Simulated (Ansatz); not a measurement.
Ansatz (a quantum-chemistry and plane-wave program) input:

Ansatz 0.2 input:
```yaml
crystal:
  lattice:
    - [1.8871079694, 1.0895222941, 6.2730399044]
    - [-1.8871079694, 1.0895222941, 6.2730399044]
    - [0.0, -2.1790445882, 6.2730399044]
  atoms:
    - { symbol: Y, position: [0.7412634009, 0.7412634009, 0.7412634009] }
    - { symbol: Y, position: [0.2587365991, 0.2587365991, 0.2587365991] }
    - { symbol: O, position: [0.6215297266, 0.6215297266, 0.6215297266] }
    - { symbol: O, position: [0.3784702734, 0.3784702734, 0.3784702734] }
    - { symbol: F, position: [0.1301508169, 0.1301508169, 0.1301508169] }
    - { symbol: F, position: [0.8698491831, 0.8698491831, 0.8698491831] }
kpoints:
  mp_grid: { grid: [9, 9, 9] }
hamiltonian:
  xc: pbesol
  pseudopotentials: { azcp: { folder: ./paw }, kind: paw }
scf:
  occupations: { method: fixed }
elastic: { mode: relaxed_ion, stencil: two_point, amplitude: 0.005, f_tol: 0.0005 }
```

Output (shortened):

```
Pseudopotential: Y, paw, valence charge 11
Pseudopotential: O, paw, valence charge 6
Pseudopotential: F, paw, valence charge 7
Functional definition: PBEsol
Crystal: 6 atoms, lattice volume = 77.386 Å³
Basis set: ecut = 420 eV, 1497 PW (Γ), exchange–correlation on 90×90×90 points (8 copies of the dense FFT grid, shifted against one another)
Bands: 30, of which v1, the nominal top of the filled ones, is band 24 counted from 1 (23 counted from 0)
Symmetry: 12 space group operations
Space group: R-3m (ITA 166), of the structure as read, at distance tolerance 4.3e-5 Å
k-points: 85 of 729
SCF 1 converged in 15 iterations: F = -10325.719260 eV  dr2 = 9.50e-14
Crystal: 6 atoms, lattice volume = 76.999 Å³
Symmetry: 4 space group operations
k-points: 205 of 729
SCF 2 converged in 12 iterations: F = -10325.717672 eV  dr2 = 3.76e-14
relax step   1: F+E_penalty+E_count = -10325.71767202 eV  Δ(F+E_penalty+E_count) = +0.000e0 eV  max|allowed force component| = 2.909e-2 eV/Å  Δτ_max = 0.0000 Å  (12 SCF iters, accepted)
Crystal: 6 atoms, lattice volume = 76.999 Å³
SCF 3 converged in 10 iterations: F = -10325.717756 eV  dr2 = 7.38e-14
relax step   2: F+E_penalty+E_count = -10325.71775550 eV  Δ(F+E_penalty+E_count) = -8.348e-5 eV  max|allowed force component| = 1.883e-2 eV/Å  Δτ_max = 0.0029 Å  (10 SCF iters, accepted)
Crystal: 6 atoms, lattice volume = 76.999 Å³
SCF 4 converged in 10 iterations: F = -10325.717790 eV  dr2 = 3.43e-14
relax step   3: F+E_penalty+E_count = -10325.71778965 eV  Δ(F+E_penalty+E_count) = -3.415e-5 eV  max|allowed force component| = 5.717e-3 eV/Å  Δτ_max = 0.0010 Å  (10 SCF iters, accepted)
Crystal: 6 atoms, lattice volume = 76.999 Å³
SCF 5 converged in 9 iterations: F = -10325.717793 eV  dr2 = 8.63e-15
relax step   4: F+E_penalty+E_count = -10325.71779344 eV  Δ(F+E_penalty+E_count) = -3.785e-6 eV  max|allowed force component| = 3.772e-3 eV/Å  Δτ_max = 0.0003 Å  (9 SCF iters, accepted)
Crystal: 6 atoms, lattice volume = 76.999 Å³
SCF 6 converged in 9 iterations: F = -10325.717796 eV  dr2 = 7.85e-15
relax step   5: F+E_penalty+E_count = -10325.71779563 eV  Δ(F+E_penalty+E_count) = -2.196e-6 eV  max|allowed force component| = 3.197e-5 eV/Å  Δτ_max = 0.0004 Å  (9 SCF iters, accepted)
Crystal: 6 atoms, lattice volume = 76.999 Å³
SCF 7 converged in 10 iterations: F = -10325.717796 eV  dr2 = 1.41e-15
Crystal: 6 atoms, lattice volume = 77.773 Å³
Basis set: ecut = 420 eV, 1513 PW (Γ), exchange–correlation on 90×90×90 points (8 copies of the dense FFT grid, shifted against one another)
SCF 8 converged in 11 iterations: F = -10325.717688 eV  dr2 = 9.05e-14
relax step   1: F+E_penalty+E_count = -10325.71768777 eV  Δ(F+E_penalty+E_count) = +0.000e0 eV  max|allowed force component| = 2.699e-2 eV/Å  Δτ_max = 0.0000 Å  (11 SCF iters, accepted)
Crystal: 6 atoms, lattice volume = 77.773 Å³
SCF 9 converged in 10 iterations: F = -10325.717800 eV  dr2 = 1.40e-14
relax step   2: F+E_penalty+E_count = -10325.71779953 eV  Δ(F+E_penalty+E_count) = -1.118e-4 eV  max|allowed force component| = 3.098e-3 eV/Å  Δτ_max = 0.0020 Å  (10 SCF iters, accepted)
Crystal: 6 atoms, lattice volume = 77.773 Å³
SCF 10 converged in 9 iterations: F = -10325.717800 eV  dr2 = 9.25e-15
relax step   3: F+E_penalty+E_count = -10325.71780014 eV  Δ(F+E_penalty+E_count) = -6.158e-7 eV  max|allowed force component| = 4.012e-4 eV/Å  Δτ_max = 0.0002 Å  (9 SCF iters, accepted)
Crystal: 6 atoms, lattice volume = 77.773 Å³
SCF 11 converged in 10 iterations: F = -10325.717800 eV  dr2 = 4.20e-15
Crystal: 6 atoms, lattice volume = 76.999 Å³
SCF 12 converged in 11 iterations: F = -10325.717754 eV  dr2 = 3.45e-14
relax step   1: F+E_penalty+E_count = -10325.71775393 eV  Δ(F+E_penalty+E_count) = +0.000e0 eV  max|allowed force component| = 4.028e-2 eV/Å  Δτ_max = 0.0000 Å  (11 SCF iters, accepted)
Crystal: 6 atoms, lattice volume = 76.999 Å³
SCF 13 converged in 10 iterations: F = -10325.717954 eV  dr2 = 2.14e-14
relax step   2: F+E_penalty+E_count = -10325.71795416 eV  Δ(F+E_penalty+E_count) = -2.002e-4 eV  max|allowed force component| = 1.023e-2 eV/Å  Δτ_max = 0.0029 Å  (10 SCF iters, accepted)
Crystal: 6 atoms, lattice volume = 76.999 Å³
SCF 14 converged in 9 iterations: F = -10325.717970 eV  dr2 = 9.43e-14
relax step   3: F+E_penalty+E_count = -10325.71797022 eV  Δ(F+E_penalty+E_count) = -1.607e-5 eV  max|allowed force component| = 8.676e-3 eV/Å  Δτ_max = 0.0009 Å  (9 SCF iters, accepted)
Crystal: 6 atoms, lattice volume = 76.999 Å³
SCF 15 converged in 9 iterations: F = -10325.717977 eV  dr2 = 3.65e-14
relax step   4: F+E_penalty+E_count = -10325.71797716 eV  Δ(F+E_penalty+E_count) = -6.937e-6 eV  max|allowed force component| = 3.670e-4 eV/Å  Δτ_max = 0.0007 Å  (9 SCF iters, accepted)
Crystal: 6 atoms, lattice volume = 76.999 Å³
SCF 16 converged in 10 iterations: F = -10325.717977 eV  dr2 = 1.30e-14
Crystal: 6 atoms, lattice volume = 77.773 Å³
Basis set: ecut = 420 eV, 1515 PW (Γ), exchange–correlation on 90×90×90 points (8 copies of the dense FFT grid, shifted against one another)
SCF 17 converged in 11 iterations: F = -10325.717891 eV  dr2 = 7.97e-14
relax step   1: F+E_penalty+E_count = -10325.71789068 eV  Δ(F+E_penalty+E_count) = +0.000e0 eV  max|allowed force component| = 3.633e-2 eV/Å  Δτ_max = 0.0000 Å  (11 SCF iters, accepted)
Crystal: 6 atoms, lattice volume = 77.773 Å³
SCF 18 converged in 10 iterations: F = -10325.718097 eV  dr2 = 2.40e-14
relax step   2: F+E_penalty+E_count = -10325.71809682 eV  Δ(F+E_penalty+E_count) = -2.061e-4 eV  max|allowed force component| = 3.744e-3 eV/Å  Δτ_max = 0.0034 Å  (10 SCF iters, accepted)
Crystal: 6 atoms, lattice volume = 77.773 Å³
SCF 19 converged in 9 iterations: F = -10325.718099 eV  dr2 = 2.28e-14
relax step   3: F+E_penalty+E_count = -10325.71809859 eV  Δ(F+E_penalty+E_count) = -1.772e-6 eV  max|allowed force component| = 1.073e-4 eV/Å  Δτ_max = 0.0003 Å  (9 SCF iters, accepted)
Crystal: 6 atoms, lattice volume = 77.773 Å³
SCF 20 converged in 10 iterations: F = -10325.718099 eV  dr2 = 1.75e-15
Crystal: 6 atoms, lattice volume = 77.385 Å³
Basis set: ecut = 420 eV, 1501 PW (Γ), exchange–correlation on 90×90×90 points (8 copies of the dense FFT grid, shifted against one another)
SCF 21 converged in 11 iterations: F = -10325.718651 eV  dr2 = 2.33e-15
relax step   1: F+E_penalty+E_count = -10325.71865082 eV  Δ(F+E_penalty+E_count) = +0.000e0 eV  max|allowed force component| = 2.188e-2 eV/Å  Δτ_max = 0.0000 Å  (11 SCF iters, accepted)
Crystal: 6 atoms, lattice volume = 77.385 Å³
SCF 22 converged in 10 iterations: F = -10325.718686 eV  dr2 = 5.85e-15
relax step   2: F+E_penalty+E_count = -10325.71868606 eV  Δ(F+E_penalty+E_count) = -3.525e-5 eV  max|allowed force component| = 1.602e-2 eV/Å  Δτ_max = 0.0044 Å  (10 SCF iters, accepted)
Crystal: 6 atoms, lattice volume = 77.385 Å³
SCF 23 converged in 10 iterations: F = -10325.718736 eV  dr2 = 3.97e-15
relax step   3: F+E_penalty+E_count = -10325.71873592 eV  Δ(F+E_penalty+E_count) = -4.985e-5 eV  max|allowed force component| = 4.145e-3 eV/Å  Δτ_max = 0.0023 Å  (10 SCF iters, accepted)
Crystal: 6 atoms, lattice volume = 77.385 Å³
SCF 24 converged in 8 iterations: F = -10325.718740 eV  dr2 = 7.75e-14
relax step   4: F+E_penalty+E_count = -10325.71873956 eV  Δ(F+E_penalty+E_count) = -3.647e-6 eV  max|allowed force component| = 1.322e-4 eV/Å  Δτ_max = 0.0005 Å  (8 SCF iters, accepted)
Crystal: 6 atoms, lattice volume = 77.385 Å³
SCF 25 converged in 10 iterations: F = -10325.718740 eV  dr2 = 2.51e-15
Crystal: 6 atoms, lattice volume = 77.385 Å³
SCF 26 converged in 10 iterations: F = -10325.718646 eV  dr2 = 7.19e-14
relax step   1: F+E_penalty+E_count = -10325.71864644 eV  Δ(F+E_penalty+E_count) = +0.000e0 eV  max|allowed force component| = 2.171e-2 eV/Å  Δτ_max = 0.0000 Å  (10 SCF iters, accepted)
Crystal: 6 atoms, lattice volume = 77.385 Å³
SCF 27 converged in 9 iterations: F = -10325.718735 eV  dr2 = 9.96e-14
relax step   2: F+E_penalty+E_count = -10325.71873455 eV  Δ(F+E_penalty+E_count) = -8.811e-5 eV  max|allowed force component| = 1.331e-3 eV/Å  Δτ_max = 0.0034 Å  (9 SCF iters, accepted)
Crystal: 6 atoms, lattice volume = 77.385 Å³
SCF 28 converged in 9 iterations: F = -10325.718735 eV  dr2 = 2.45e-14
relax step   3: F+E_penalty+E_count = -10325.71873465 eV  Δ(F+E_penalty+E_count) = -1.013e-7 eV  max|allowed force component| = 1.503e-3 eV/Å  Δτ_max = 0.0001 Å  (9 SCF iters, accepted)
Crystal: 6 atoms, lattice volume = 77.385 Å³
SCF 29 converged in 8 iterations: F = -10325.718735 eV  dr2 = 4.53e-14
relax step   4: F+E_penalty+E_count = -10325.71873475 eV  Δ(F+E_penalty+E_count) = -9.922e-8 eV  max|allowed force component| = 1.151e-4 eV/Å  Δτ_max = 0.0001 Å  (8 SCF iters, accepted)
Crystal: 6 atoms, lattice volume = 77.385 Å³
SCF 30 converged in 10 iterations: F = -10325.718735 eV  dr2 = 1.04e-15
SCF converged after 15 iterations
Free energy (F): -10325.719260 eV
Harris-Foulkes:  -10325.719260 eV  (|F-HF|=0.00e0)
Internal energy: -10325.719260 eV  (E = F + TS)
E sigma→0 (E₀):  -10325.719260 eV
Fermi energy:    8.340289 eV
--- Per-component energies (eV) ---
  E_band       = -199.702070
  E_kinetic    = 1370.233682
  E_local      = -2685.384736  (includes V_loc(G=0)·N_el)
  E_nonlocal   = 334.302300
  E_hartree    = 942.541482
  E_xc         = -653.191402
  E_vxc        = -794.491653  (∫ρ·V_xc dr)
  E_paw        = -6236.783761  (= ΣΔE_a)
  E_vpaw       = -309.447627  (= ΣTr[D̂ρ^β])
  E_aug_tail   = 0.002988  (compensation charges beyond the density's cutoff)
  E_ewald      = -3397.892820
  E_core_change = 0.453008  (= ΣΔE_core)
  E_smearing   =  0.000000  (= −TS)
  E_closure    = 0.000000  (closes the sum)
  Σ components = -10325.719260   (vs F -10325.719260, Δ=0.00e0)
--- Forces (eV/Å), atoms counted from 1 ---
  atom   1  Y      0.00000000     0.00000000     0.00003046
  atom   2  Y      0.00000000     0.00000000    -0.00003046
  atom   3  O      0.00000000     0.00000000    -0.00001876
  atom   4  O      0.00000000     0.00000000     0.00001876
  atom   5  F      0.00000000     0.00000000    -0.00027978
  atom   6  F      0.00000000     0.00000000     0.00027978
  max |Σ_I F_I| component: 2.31e-18 eV/Å
--- Stress (GPa, compression-positive) ---
       -0.000821       0.000000       0.000000
        0.000000      -0.000821       0.000000
        0.000000       0.000000       0.002174
  P = ⅓ Tr σ = 0.0002 GPa (0.002 kbar)
--- Band table (eV; the first three rows and the last of 85) ---
  k-point 0: bands = ["-31.1380", "-31.0693", "-14.2742", "-13.2708", "-11.4155", "-11.1156", "-11.1156", "-11.0191", "-11.0160", "-11.0160", "-6.8681", "-6.5968", "3.7472", "3.8700", "3.8700", "4.7398", "4.7398", "4.8967", "6.5757", "6.8058", "6.8058", …
  k-point 1: bands = ["-31.1315", "-31.0666", "-14.2581", "-13.3348", "-11.6025", "-11.1584", "-11.1284", "-11.0315", "-11.0296", "-10.8632", "-6.7827", "-6.5521", "3.7419", "3.8969", "3.9738", "4.7632", "4.8278", "4.8327", "6.6290", "6.7662", "6.8325", …
  k-point 2: bands = ["-31.1141", "-31.0606", "-14.2166", "-13.4968", "-11.8479", "-11.3063", "-11.1604", "-11.0638", "-11.0285", "-10.6995", "-6.5706", "-6.4292", "3.7719", "3.9619", "4.0528", "4.7197", "4.9679", "5.0640", "6.3180", "6.6840", "6.9538", …
  k-point 84: bands = ["-31.1191", "-31.0792", "-14.2347", "-13.3274", "-11.8282", "-11.1684", "-11.1154", "-11.0431", "-11.0183", "-10.6077", "-6.8030", "-6.6376", "3.9217", "4.0234", "4.0870", "4.7073", "4.8435", "4.9164", "6.3356", "6.6208", "6.7924", …
--- Elastic constants: 3 strain directions × 2 members + reference (group order 12) ---
  dense FFT box of the reference and of every strained cell: 45×45×45
  strains applied: 11, 33, 23; error gains …
  C = ∂σ_k/∂η_j (tension-positive GPa; Voigt order 11 22 33 23 13 12):
       238.841    104.542    100.746     25.294      0.000      0.000
       104.542    238.841    100.746    -25.294      0.000      0.000
       100.770    100.770    206.239      0.000      0.000      0.000
        25.291    -25.291      0.000     81.093      0.000      0.000
         0.000      0.000      0.000      0.000     81.093     25.291
         0.000      0.000      0.000      0.000     25.294     67.149
  reference stress σ⁰ (GPa):      0.001      0.001     -0.002      0.000      0.000      0.000
  moduli (Voigt/Reuss/Hill, GPa): K = 144.00/143.17/143.59   G = 71.06/63.45/67.26   E = 174.52   ν = 0.297
  mechanically stable: yes (min eigenvalue of sym C = 47.89 GPa)
  strain η (Voigt 11):  stress-route row diagonal C_11 = 238.84 GPa, energy-path curvature d²(F+E_count+ΔE)/dδ²/Ω₀ = 239.01 GPa
         δ    σ_11 (GPa)             F (eV)   n_scf  n_hpsi   n_pw
    -5.000e-3      -1.2111      -10325.7177956      10  111063   1525   relax 5 steps, max|allowed force component| 3.20e-5 eV/Å
     5.000e-3       1.1773      -10325.7178001      10  114677   1536   relax 3 steps, max|allowed force component| 4.01e-4 eV/Å
  strain η (Voigt 33):  stress-route row diagonal C_33 = 206.24 GPa, energy-path curvature d²(F+E_count+ΔE)/dδ²/Ω₀ = 206.24 GPa
         δ    σ_33 (GPa)             F (eV)   n_scf  n_hpsi   n_pw
    -5.000e-3      -1.0586      -10325.7179772      10   46734   1523   relax 4 steps, max|allowed force component| 3.67e-4 eV/Å
     5.000e-3       1.0038      -10325.7180986      10   46060   1539   relax 3 steps, max|allowed force component| 1.07e-4 eV/Å
  strain η (Voigt 23):  stress-route row diagonal C_44 = 81.09 GPa, energy-path curvature d²(F+E_count+ΔE)/dδ²/Ω₀ = 81.12 GPa
         δ    σ_23 (GPa)             F (eV)   n_scf  n_hpsi   n_pw
    -5.000e-3      -0.4060      -10325.7187396      10  114667   1529   relax 4 steps, max|allowed force component| 1.32e-4 eV/Å
     5.000e-3       0.4049      -10325.7187347      10  110872   1531   relax 4 steps, max|allowed force component| 1.15e-4 eV/Å
```

Cost: very roughly 5 core-minutes on shared cores.

The first step of the workflow began from a Materials Project structure, measured or hypothetical; the Crystallography Open Database files this formula in space group No. 166, but the cells were not matched. Whether it is the stable phase at ambient conditions was not checked. The cell was relaxed with PBEsol under the symmetry of its start; whether a distortion lowers the energy is not shown. The run is not spin-polarised. Spin–orbit coupling is left out wherever it is not named.

Potentials: the earlier of the program's two PAW sets. The files were generated under PBE; for other functionals the program regenerates the frozen cores, and for LDA and PBEsol the local potential too.

Ansatz is a plane-wave DFT program.
